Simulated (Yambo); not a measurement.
Li2WS4: lowest vertical excitons

```
Li2WS4
1.0
   -2.98895     2.98895     4.50657
    2.98895    -2.98895     4.50657
    2.98895     2.98895    -4.50657
Li S W
2 4 1
Cartesian
  0.00000   2.98895   0.00000
  2.98895   0.00000   0.00000
 -1.69471   1.69471   3.27722
  1.69471   1.69471   5.73593
  1.69471  -1.69471   3.27722
  1.29424   1.29424   1.22936
  0.00000   0.00000   0.00000
```

Cell and atoms were relaxed with PBE+D3(BJ) from Materials Project entry mp-753195, within its symmetry.

BSE in Yambo on PBEsol (pw.x of Quantum ESPRESSO, ONCV potentials, no spin-orbit coupling) bands: 4×4×4 mesh, 12 valence and 11 conduction bands, static screening with 94 bands and a 3 Ry block, scissor 1.78 eV, Tamm-Dancoff; field along x.

```json
[
 {"state": "1", "energy (eV)": "2.98", "states within 2 meV": "2", "relative strength": "0.31", "class": "weak", "main transitions": "several band pairs"},
 {"state": "2", "energy (eV)": "3.30", "states within 2 meV": "1", "relative strength": "< 0.01", "class": "dark", "main transitions": "VB−2 → CB (62 %)"},
 {"state": "3", "energy (eV)": "3.33", "states within 2 meV": "1", "relative strength": "< 0.01", "class": "dark", "main transitions": "several band pairs"},
 {"state": "4", "energy (eV)": "3.40", "states within 2 meV": "1", "relative strength": "0.92", "class": "strong", "main transitions": "several band pairs"},
 {"state": "5", "energy (eV)": "3.40", "states within 2 meV": "1", "relative strength": "0.38", "class": "strong", "main transitions": "several band pairs"},
 {"state": "6", "energy (eV)": "3.42", "states within 2 meV": "1", "relative strength": "0.06", "class": "weak", "main transitions": "several band pairs"}
]
```

These are vertical excitations (zero momentum); the indirect quasiparticle gap, about 3.36 eV, is smaller than the direct one (3.75 eV on the GW mesh). The direct quasiparticle gap on this mesh is 3.75 eV; counted from there, state 1 is bound by 0.77 eV. Convergence with the mesh was not shown.

Spin singlets only. Strengths are relative to the strongest of the lowest states of this run; strong means a line over 3 % of the spectrum's maximum, dark under 0.03 %. Absolute energies carry the error of the G0W0 scissor, whose convergence isn't established; the long-wavelength screening was taken along (1,1,1) although the crystal is anisotropic.

Without spin-orbit coupling, band edges of such heavy elements can be off by tenths of an eV.

The structure is a Materials Project entry; no match was found in the copy of COD used, and its stability was not checked.
